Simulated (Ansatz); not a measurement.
Trial structure of ScBBr6, not yet relaxed:

```cif
data_structure
_symmetry_space_group_name_H-M 'P4/mnc'
_symmetry_Int_Tables_number 128
_cell_length_a 6.8589
_cell_length_b 6.8589
_cell_length_c 9.7000
_cell_angle_alpha 90.000
_cell_angle_beta 90.000
_cell_angle_gamma 90.000
_cell_volume 456.34
loop_
_atom_site_label
_atom_site_type_symbol
_atom_site_symmetry_multiplicity
_atom_site_Wyckoff_symbol
_atom_site_fract_x
_atom_site_fract_y
_atom_site_fract_z
_atom_site_occupancy
Sc1 Sc 2 a 0.50000 0.50000 0.50000 1
B1 B 2 b 0.50000 0.50000 0.00000 1
Br1 Br 8 h 0.73499 0.77381 0.50000 1
Br2 Br 4 e 0.50000 0.50000 0.75440 1
```

Theory: DFT PBE, scalar-relativistic, plane waves, PAW in Ansatz. Settings: cutoff 420 eV, Γ-centred mesh 4×4×2 on the computed 16-atom cell, Gaussian smearing of 0.10 eV; no spin polarisation.

Energies over the elements count from the elements' standard structures at the same level, with no fitted energy shifts. The references include crystalline Br.

**Question.** What does a single point on this coarse mesh give?

**Answer.** The pressure is 4.8 GPa (the mean over three directions, positive in compression), the largest force is 1.93 eV/Å, and the energy is −0.35 eV/atom against the elements. The shortest distance is 2.38 Å.

**Question.** How much does it gain on relaxing, and where does it end?

**Answer.** Relaxing gains about 0.22 eV/atom in 22 ionic steps and ends at −0.567 eV/atom on the finer mesh. The symmetry stays P4/mnc (No. 128). The volume per atom grows by 25.8 %, from 28.5 to 35.9 Å³. The shortest distance goes from 2.38 Å (B–Br) to 2.15 Å (B–Br). The ratio c/a of the conventional cell changes by a factor of 1.28. Conventional cell: a = 6.811 Å, c = 12.373 Å. Sc has 2 Br at 2.48 Å and 4 Br at 2.88 Å; around B lie 4 Br at 2.15 Å; around Br on a site of symmetry m lie 1 B at 2.15 Å and 1 Sc at 2.88 Å; 1 more site not described.

The last run used a 4×4×4 mesh for its 16-atom cell and Gaussian smearing of 0.02 eV. Weakly bound directions are ill-defined at this level, which has no dispersion term. The reference form of Br is held partly by dispersion forces, which this level lacks. The relaxation can't lower the symmetry of the start. Symmetry constrained the relaxation, so the result can be a saddle point.
